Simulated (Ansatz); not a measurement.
# NbAs: computed property card

NbAs:
```xyz
4
Lattice="-1.7194 1.7194 5.7974 1.7194 -1.7194 5.7974 1.7194 1.7194 -5.7974" Properties=species:S:1:pos:R:3 pbc="T T T"
Nb     0.0000     0.0000    11.5860
Nb     0.0000     1.7194     2.8900
As     0.0000     0.0000     4.8437
As     1.7194     0.0000     1.9450
```

Space group I4_1md (No. 109); conventional cell a = b = 3.4388 Å, c = 11.5947 Å, α = β = γ = 90.00°.

Method: PBEsol (plane waves, PAW; program Ansatz). The cell and atoms are relaxed at this level. Other levels are named where they apply.

Cell and energy:

```json
{
  "volume_per_atom": "17.14 Å³",
  "density": "8.13 g/cm³",
  "Formation energy from the elements (no fitted shifts)": "-0.76 eV/atom"
}
```

Electronic structure:

```json
{
  "electronic_character": "no gap, with almost no states at the Fermi level (zero-gap or semimetallic)",
  "Density of states at the Fermi level": "0.02 states/eV per atom (mean over ±0.08 eV)"
}
```

Phonons:

```json
{
  "highest_zone_centre_frequency": "8.26 THz",
  "zone_centre_stability": "no imaginary mode at Γ"
}
```

The PBEsol relaxation kept the symmetry of its start. The run is not spin-polarised. A small band overlap can be real or an error of a semilocal functional. As this level gives no gap, phonon frequencies hold no LO–TO term and depend on the k-mesh and smearing (Fermi–Dirac, 0.1 eV here). The references are the lowest solids computed at this level, not always the standard phases. Scalar-relativistic: spin–orbit coupling is off unless named, which matters more the heavier the elements.

Potentials: the earlier of the program's two PAW sets. The files were generated under PBE; for other functionals the program regenerates the frozen cores, and for LDA and PBEsol the local potential too.
